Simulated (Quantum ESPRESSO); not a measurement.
## Ag2In3W2Cu (input and log of a self-consistent run)

A calculation, not a measurement. The program is pw.x of Quantum ESPRESSO 7.5 (plane-wave density functional theory). The cell is made up: eight metal atoms on a face-centred cubic lattice, with elements, volume, strain and displacements drawn at random and not relaxed, so it may be unstable or far from any real phase. PseudoDojo standard norm-conserving files set the functional (PBE unless stated); there is no spin polarisation or spin-orbit coupling, the Fermi-Dirac width of 0.25 eV means electrons at about 2900 K, and the masses in the input are unused placeholders. The copper pseudopotential is less sure than most, with forces differing by about three percent and pressure by about two GPa from a second method on plain copper. Heavy elements are run without spin-orbit coupling, which real alloys of them have. A spin test at this wide smearing found no moment, but such smearing suppresses magnetism that the real alloy may have.

Input:

```
&control calculation='scf', pseudo_dir='./dojo.nc.sr.pbe.v0_5.standard.upf', outdir='./o', disk_io='minimal', tprnfor=.true., tstress=.true. /
&system ibrav=0, nat=8, ntyp=4, nbnd=72, ecutwfc=92.02030273, nosym=.true., tot_charge=0,
 occupations='smearing', smearing='fd', degauss=0.0183746611
/
&electrons conv_thr=1.470e-08, electron_maxstep=70, mixing_beta=0.5 /
ATOMIC_SPECIES
Ag 1.0 Ag.upf
Cu 1.0 Cu.upf
In 1.0 In.upf
W 1.0 W.upf
CELL_PARAMETERS angstrom
0.0423 2.0545 2.0417
-4.1229 -0.0717 -0.0132
-0.1159 -8.1874 8.1375
ATOMIC_POSITIONS angstrom
Ag -0.0296 0.0539 0.0355
Ag -0.0104 -2.0483 2.0379
In -0.1088 -4.0579 4.0348
In -0.0844 -6.1912 6.0504
W -2.129 -0.0146 2.0764
W -2.1524 -2.1312 4.0378
Cu -2.2053 -4.0898 6.1037
In -2.193 -6.1641 8.1279
K_POINTS automatic
8 6 2 1 1 1
```

The log is shortened where brackets say so; the opening notice, blank lines, dates and the lines on written files are dropped, and the path of the files is cut. It prints rydbergs, bohrs and kilobars, and counts compression as positive stress. Its total energy is the free energy E - TS of the whole cell.

```
     Program PWSCF v.7.5
     Parallel version (MPI & OpenMP), running on       4 processor cores
     Number of MPI processes:                 4
     Threads/MPI process:                     1
     [start-up lines left out]
     bravais-lattice index     =            0
     lattice parameter (alat)  =       5.4741  a.u.
     unit-cell volume          =     929.9535 (a.u.)^3
     number of atoms/cell      =            8
     number of atomic types    =            4
     number of electrons       =       124.00
     number of Kohn-Sham states=           72
     kinetic-energy cutoff     =      92.0203  Ry
     charge density cutoff     =     368.0812  Ry
     scf convergence threshold =      1.5E-08
     mixing beta               =       0.5000
     number of iterations used =            8  plain     mixing
     Exchange-correlation= PBE
                           (   1   4   3   4   0   0   0)
     [axes and pseudopotential details left out]
   Cartesian axes
     site n.     atom                  positions (alat units)
         1        Ag     tau(   1) = (  -0.0102183   0.0186069   0.0122550  )
         2        Ag     tau(   2) = (  -0.0035902  -0.7070970   0.7035068  )
         3        In     tau(   3) = (  -0.0375590  -1.4008343   1.3928599  )
         4        In     tau(   4) = (  -0.0291359  -2.1372742   2.0886684  )
         5        W      tau(   5) = (  -0.7349556  -0.0050401   0.7167974  )
         6        W      tau(   6) = (  -0.7430335  -0.7357150   1.3938955  )
         7        Cu     tau(   7) = (  -0.7612952  -1.4118465   2.1070682  )
         8        In     tau(   8) = (  -0.7570491  -2.1279190   2.8058456  )
     number of k points=    48  Fermi-Dirac smearing, width (Ry)=  0.0184
                       cart. coord. in units 2pi/alat
        k(    1) = (  -0.0588505   0.0008637   0.0890254), wk =   0.0416667
        k(    2) = (  -0.0601041   0.0893317   0.0000288), wk =   0.0416667
     [further k points left out]
     Dense  grid:   110961 G-vectors     FFT dimensions: (  36,  48, 135)
     Estimated max dynamical RAM per process >     383.51 MB
     Estimated total dynamical RAM >       1.42 GB
     Initial potential from superposition of free atoms
     starting charge     123.9860, renormalised to     124.0000
     Starting wfcs are   77 randomized atomic wfcs
     total cpu time spent up to now is        8.9 secs
     per-process dynamical memory:   295.6 Mb
     Self-consistent Calculation
     iteration #  1     ecut=    92.02 Ry     beta= 0.50
     Davidson diagonalization with overlap
     ethr =  1.00E-02,  avg # of iterations =  4.6
     total cpu time spent up to now is       30.7 secs
     total energy              =   -1698.80493926 Ry
     estimated scf accuracy    <       3.63844343 Ry
     iteration #  2     ecut=    92.02 Ry     beta= 0.50
     Davidson diagonalization with overlap
     ethr =  2.93E-03,  avg # of iterations =  6.9
     total cpu time spent up to now is       57.6 secs
     total energy              =   -1695.21624465 Ry
     estimated scf accuracy    <      97.98681009 Ry
     iteration #  3     ecut=    92.02 Ry     beta= 0.50
     Davidson diagonalization with overlap
     ethr =  2.93E-03,  avg # of iterations =  6.7
     total cpu time spent up to now is       82.5 secs
     total energy              =   -1700.26695002 Ry
     estimated scf accuracy    <       8.71446866 Ry
     iteration #  4     ecut=    92.02 Ry     beta= 0.50
     Davidson diagonalization with overlap
     ethr =  2.93E-03,  avg # of iterations =  3.1
     total cpu time spent up to now is      101.9 secs
     total energy              =   -1700.41549121 Ry
     estimated scf accuracy    <      16.26350736 Ry
     iteration #  5     ecut=    92.02 Ry     beta= 0.50
     Davidson diagonalization with overlap
     ethr =  2.93E-03,  avg # of iterations =  2.0
     total cpu time spent up to now is      119.2 secs
     total energy              =   -1701.06707937 Ry
     estimated scf accuracy    <       0.44279567 Ry
     [iterations 6 to 12 left out]
     iteration # 13     ecut=    92.02 Ry     beta= 0.50
     Davidson diagonalization with overlap
     ethr =  3.58E-09,  avg # of iterations =  2.2
     total cpu time spent up to now is      278.0 secs
     total energy              =   -1701.07925165 Ry
     estimated scf accuracy    <       0.00000030 Ry
     iteration # 14     ecut=    92.02 Ry     beta= 0.50
     Davidson diagonalization with overlap
     ethr =  2.43E-10,  avg # of iterations =  4.6
     total cpu time spent up to now is      301.1 secs
     total energy              =   -1701.07925161 Ry
     estimated scf accuracy    <       0.00000194 Ry
     iteration # 15     ecut=    92.02 Ry     beta= 0.50
     Davidson diagonalization with overlap
     ethr =  2.43E-10,  avg # of iterations =  2.5
     total cpu time spent up to now is      320.2 secs
     total energy              =   -1701.07925170 Ry
     estimated scf accuracy    <       0.00000036 Ry
     iteration # 16     ecut=    92.02 Ry     beta= 0.50
     Davidson diagonalization with overlap
     ethr =  2.43E-10,  avg # of iterations =  2.0
     total cpu time spent up to now is      339.4 secs
     total energy              =   -1701.07925170 Ry
     estimated scf accuracy    <       0.00000123 Ry
     iteration # 17     ecut=    92.02 Ry     beta= 0.50
     Davidson diagonalization with overlap
     ethr =  2.43E-10,  avg # of iterations =  1.3
     total cpu time spent up to now is      356.5 secs
     End of self-consistent calculation
     [lines on levels left out]
!    total energy              =   -1701.07925175 Ry
     estimated scf accuracy    <          6.5E-09 Ry
     smearing contrib. (-TS)   =      -0.07080630 Ry
     internal energy E=F+TS    =   -1701.00844544 Ry
     The total energy is F=E-TS. E is the sum of the following terms:
     one-electron contribution =    -621.90686705 Ry
     hartree contribution      =     397.10214662 Ry
     xc contribution           =    -326.05602788 Ry
     ewald contribution        =   -1150.14769712 Ry
     convergence has been achieved in  17 iterations
     Forces acting on atoms (cartesian axes, Ry/au):
     atom    1 type  1   force =    -0.01196129   -0.02284753    0.01921369
     atom    2 type  1   force =    -0.03043578    0.01600269   -0.01335879
     atom    3 type  3   force =    -0.00150974   -0.01292605    0.00465396
     atom    4 type  3   force =    -0.02438571    0.04433624   -0.03478706
     atom    5 type  4   force =     0.02200740   -0.04646972    0.04165760
     atom    6 type  4   force =     0.01874960    0.04614065   -0.03413530
     atom    7 type  2   force =     0.00786399    0.00355550   -0.00616985
     atom    8 type  3   force =     0.01967155   -0.02779180    0.02292575
     Total force =     0.127197     Total SCF correction =     0.000333
     Computing stress (Cartesian axis) and pressure
          total   stress  (Ry/bohr**3)                   (kbar)     P=       93.03
   0.00081766  -0.00016740  -0.00000069          120.28      -24.62       -0.10
  -0.00016740   0.00053301   0.00010221          -24.62       78.41       15.04
  -0.00000069   0.00010221   0.00054656           -0.10       15.04       80.40
     init_run     :      8.31s CPU      8.62s WALL (       1 calls)
     electrons    :    340.44s CPU    347.68s WALL (       1 calls)
     forces       :      3.12s CPU      3.15s WALL (       1 calls)
     stress       :     11.04s CPU     11.28s WALL (       1 calls)
     [timing details left out]
     PWSCF        :   6m 3.18s CPU   6m11.11s WALL
     JOB DONE.
```

In other units: free energy -23144.362 eV for the cell, pressure 9.30 GPa, largest force component 1.195 eV/Å in size. The run took 373 s of wall time with four MPI processes on a shared machine (Intel Xeon, older, virtual cores), so the time is rough. A rerun of this cell at a higher cutoff and on a denser mesh moved values by no more than 0.011 eV in energy, 0.16 GPa in stress and 0.010 eV/Å in force, and a second program with other atomic files agreed on that cell to 2 % rms in force and 0.5 GPa in pressure.